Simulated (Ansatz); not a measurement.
With PBE in the plane-wave PAW code Ansatz, AlCrGe in the tetragonal phase (P4/nmm; Cr on 2a, Al on 2c, Ge on 2c) relaxes to a = 3.929 Å, c = 5.997 Å. Against the elements it lies at -6.5 kJ/mol-atom, with no fitted shifts.

Electronic character: metallic (no gap). The magnetic state found is antiferromagnetic.

The start of the workflow was typed in or built on a structure type; neither database checked (COD, Materials Project) lists it. Whether it is the stable phase at ambient conditions was not checked. Symmetry was held in the PBE relaxation, as lowered by the spin order; whether a distortion lowers the energy is not shown. The final state is antiferromagnetic, chosen from 2 collinear starts compared on coarse meshes (ties went to the first, and starts can fall back to one state), not a proven ground state. The references are the lowest solids computed at this level, not always the standard phases. Spin–orbit coupling is left out wherever it is not named.

Potentials: the earlier of the program's two PAW sets.
